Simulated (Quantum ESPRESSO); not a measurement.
# How field gradients follow strain in BaTiO3 (Pm-3m)

```yaml
crystal:
  lattice:
    - [4.00768, 0.00000, 0.00000]
    - [0.00000, 4.00768, 0.00000]
    - [0.00000, 0.00000, 4.00768]
  atoms:
    - { symbol: Ba, position: [0.50000, 0.50000, 0.50000] }
    - { symbol: Ti, position: [0.00000, 0.00000, 0.00000] }
    - { symbol: O, position: [0.50000, 0.00000, 0.00000] }
    - { symbol: O, position: [0.00000, 0.50000, 0.00000] }
    - { symbol: O, position: [0.00000, 0.00000, 0.50000] }
```
Geometry: a computed entry of the Materials Project; it was not checked against measured cells. It is BaTiO3 in Pm-3m. Stability against distortions was not tested. The run has no spin polarisation.

Isotropic strain: all lattice vectors are scaled together, so the volume changes by about three times as much; fractional positions kept.

Method: field gradients by PBE PAW (JTH datasets; density from pw.x of a modified build of Quantum ESPRESSO, gradients reconstructed from it by a script), 22.5 Ha, k-mesh 6×6×6 through Γ. Values are those of the named site's first atom. Cores are frozen. Against all-electron runs on small test molecules, this scheme's |Vzz| missed by −2 to +6 % on O. Ba, Ti had no test against all-electron runs. Spin–orbit coupling is left out, a limit on Ba. The structure is static (0 K, no zero-point motion).

```json
[
 {"lattice scale factor": "0.98", "Vzz O (a.u.)": "0.202"},
 {"lattice scale factor": "1", "Vzz O (a.u.)": "0.259"},
 {"lattice scale factor": "1.02", "Vzz O (a.u.)": "0.312"}
]
```
